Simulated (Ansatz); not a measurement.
Sb, DFT, LDA, PAW with Ansatz's default frozen-core files, scalar-relativistic (Ansatz 0.2.0), run on 1 thread of Arm Neoverse V2 on a shared host.

The cell is COD entry 1539203, as deposited and not checked against the literature; nothing was relaxed. The listed cell was then made from it by scaling, straining or moving an atom.

Command: `ansatz run input.yaml --threads 1 --pin off --max-ram 3072MiB --backend cpu --events-out ev --progress --plain --runs-dir out`

```yaml
crystal:
  lattice:
    - [3.3353101777, 0.0, 0.0]
    - [-1.6676550889, 2.8884633434, 0.0]
    - [0.0, 0.0, 5.33]
  atoms:
    - { symbol: Sb, position: [0.3333333333, 0.6666666667, 0.25] }
    - { symbol: Sb, position: [0.6666666667, 0.3333333333, 0.75] }
kpoints:
  mp_grid: { grid: [12, 12, 7] }
scf:
  occupations: { method: fermi_dirac, width: 0.03 }
hamiltonian:
  xc: lda
  pseudopotentials: { kind: paw }
output:
  forces: true
  stress: true
  eigenvalues: true
  efg: { contact_densities: true }
```

Q: How large is the problem that the program sets up?

A: 76 irreducible k-points, 989 plane waves at Γ, 19 bands.

Q: Estimate the wall time and the peak memory.

A: 3.6 s of wall time for 7 SCF iterations, with a peak of 0.37 GiB. Times on shared machines scatter by tens of per cent.

Q: And the same cell and mesh by crystal-made all-electron datasets, asked for forces, stress, eigenvalues, efg, on the same hardware?

A: 3.7 s, peak memory 0.38 GiB.
